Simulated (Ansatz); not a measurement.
Ga4Sb3P, ordered on the zincblende lattice with 8 atoms a cell, 8 atoms and 102 valence electrons in a cell of about 212 Å³, was run 6 times in Ansatz, each time on 4 threads of Arm Neoverse V2, on a shared host.

```json
{"run": "relaxation, PBE", "k mesh": "4×4×4", "irreducible k": "10", "cutoff (eV)": "420", "plane waves": "4337", "bands": "62", "SCF iterations": "35", "wall time": "12 s", "peak host memory (GiB)": "0.64"}
{"run": "relaxation, r2SCAN", "k mesh": "4×4×4", "irreducible k": "10", "cutoff (eV)": "500", "plane waves": "5449", "bands": "62", "SCF iterations": "32", "wall time": "?", "peak host memory (GiB)": "?"}
{"run": "bands, PBE", "k mesh": "4×4×4", "irreducible k": "10", "cutoff (eV)": "420", "plane waves": "4139", "bands": "57", "SCF iterations": "7", "wall time": "12 s", "peak host memory (GiB)": "0.84"}
{"run": "single point, r2SCAN", "k mesh": "4×4×4", "irreducible k": "10", "cutoff (eV)": "500", "plane waves": "5449", "bands": "57", "SCF iterations": "7", "wall time": "?", "peak host memory (GiB)": "?"}
{"run": "single point, HSE06", "k mesh": "4×4×4", "irreducible k": "10", "cutoff (eV)": "420", "plane waves": "4139", "bands": "57", "SCF iterations": "27", "wall time": "?", "peak host memory (GiB)": "?"}
{"run": "single point, PBE+SOC", "k mesh": "4×4×4", "irreducible k": "10", "cutoff (eV)": "420", "plane waves": "4139", "bands": "114", "SCF iterations": "9", "wall time": "31 s", "peak host memory (GiB)": "2.2"}
```

Q: What time and memory did the runs marked ? need?

A:
```tsv
run	wall time	peak host memory (GiB)
relaxation, r2SCAN	28 s	1.1
single point, HSE06	2.5 min	4.4
single point, r2SCAN	7 s	0.93
```

Only the levels marked +SOC include spin-orbit coupling.
